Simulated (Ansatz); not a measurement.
V$_{3}$Ru:
```
CELL_PARAMETERS angstrom
      0.00000     2.97270     2.97270
      2.97270     0.00000     2.97270
      2.97270     2.97270     0.00000
ATOMIC_POSITIONS crystal
  V  0.25000 0.25000 0.25000
  V  0.75000 0.75000 0.75000
  V  0.50000 0.50000 0.50000
  Ru 0.00000 0.00000 0.00000
```

Relaxed with r²SCAN. Special points in fractions of this cell's reciprocal vectors: Γ (0.000, 0.000, 0.000); X (0.500, 0.000, 0.500); U (0.625, 0.250, 0.625); K (0.375, 0.375, 0.750); L (0.500, 0.500, 0.500); W (0.500, 0.250, 0.750).

### Question
List the band energies nearest the Fermi level at these points for r²SCAN in the plane-wave PAW code Ansatz.

### Answer
In eV from the Fermi level; about four levels below and three above (degenerate sets whole), none deeper than 8.9 eV; points with the same levels are listed once.

| k | below | above |
|---|---|---|
| Γ | -1.63 -1.63 -1.63 -0.26 -0.26 -0.26 | 1.37 1.37 2.70 2.70 |
| X | -2.65 -1.05 -0.17 -0.17 | 0.40 0.40 0.75 |
| U | -0.90 -0.53 -0.46 -0.11 | 0.66 0.78 1.08 |
| L | -1.83 -1.83 -1.25 -1.16 -1.16 | 1.51 1.51 2.01 2.01 |
| W | -0.82 -0.78 -0.78 -0.58 | 0.79 1.19 1.19 |

Space group Fm-3m. The first step of the workflow began from a Materials Project structure, measured or hypothetical; the Crystallography Open Database copy checked does not list it. With V and Ru taken as one species the cell has the higher symmetry Im-3m, so it may be an ordered model of a mixed-site phase. Whether it is the stable phase at ambient conditions was not checked. The r²SCAN relaxation kept the symmetry of its start; its stability against distortions is not shown here. No spin polarisation was allowed. Spin–orbit coupling is left out wherever it is not named.

Potentials: the later of the program's two PAW sets.
